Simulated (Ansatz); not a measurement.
The relaxed structure here is a generated cell of WC: the first start was made by placing the elements on the sites of a structure type, and the end was not matched to a known phase here, so it may be hypothetical. Known forms of WC include space group No. 187.

One starting cell of WC (a generated trial cell of WC in the FeB structure type) was relaxed twice with Ansatz (plane waves, PAW, scalar-relativistic): with r2SCAN at 500 eV and with PBE at 420 eV. The r2SCAN result:

```
CELL_PARAMETERS angstrom
      5.40939     0.00000     0.00000
      0.00000     3.96126     0.00000
      0.00000     0.00000     4.08059
ATOMIC_POSITIONS crystal
  W  0.20995 0.25000 0.10495
  W  0.29005 0.75000 0.60495
  W  0.79005 0.75000 0.89505
  W  0.70995 0.25000 0.39505
  C  0.12240 0.25000 0.59584
  C  0.37760 0.75000 0.09584
  C  0.87760 0.75000 0.40416
  C  0.62240 0.25000 0.90416
```

```csv
quantity,r2SCAN,PBE
space group,Pnma,Pnma
volume (Å³/atom),10.93,11.02
a (Å),5.409,5.414
b (Å),3.961,3.973
c (Å),4.081,4.099
"gap (eV, no spin-orbit coupling)",0.00,0.00
```

Both levels end in the same structure; PBE's volume is 0.8 % larger. Neither column is exact.

No spin polarisation in the result.

The run could not lower the symmetry of its start; a shaken copy of this end point relaxes with r2SCAN to P4/nmm (No. 129), 0.25 eV/atom lower.

Ansatz is a program for electronic structure.
